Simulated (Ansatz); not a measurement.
**Cu: the volume at rest**

Cu in the fcc lattice, starting from this typed cell of 12.01 Å³ an atom.

```
CELL_PARAMETERS angstrom
0.00000 1.81750 1.81750
1.81750 0.00000 1.81750
1.81750 1.81750 0.00000
ATOMIC_POSITIONS crystal
Cu 0.00000 0.00000 0.00000
```

Computed with Ansatz (plane-wave DFT, scalar-relativistic): k mesh 8×8×8; Fermi–Dirac smearing of 0.1 eV; no spin. Cell and atoms are relaxed to zero stress with the symmetry kept and no dispersion correction.

Caveats: coarse k mesh.

What volume results under PBE, LDA, PBEsol, and how much do the potentials matter?


```csv
functional,potentials,cutoff (eV),volume (Å³/atom),change (%)
PBE,all-electron PAW datasets (no frozen core),340,12.01,0.0
PBE,Ansatz generated PAW,420,12.00,0.0
PBE,Ansatz hand-made PAW,700,12.01,0.0
PBE,JTH PAW,1350,12.00,-0.1
PBE,PseudoDojo norm-conserving,1252,11.99,-0.1
PBE,Ansatz norm-conserving,1252,12.01,0.0
LDA,Ansatz hand-made PAW,700,10.94,-8.9
LDA,PseudoDojo norm-conserving,1252,10.91,-9.1
PBEsol,Ansatz hand-made PAW,700,11.37,-5.3
PBEsol,PseudoDojo norm-conserving,1252,11.34,-5.5
```

From smallest to largest: LDA, PBEsol, PBE.
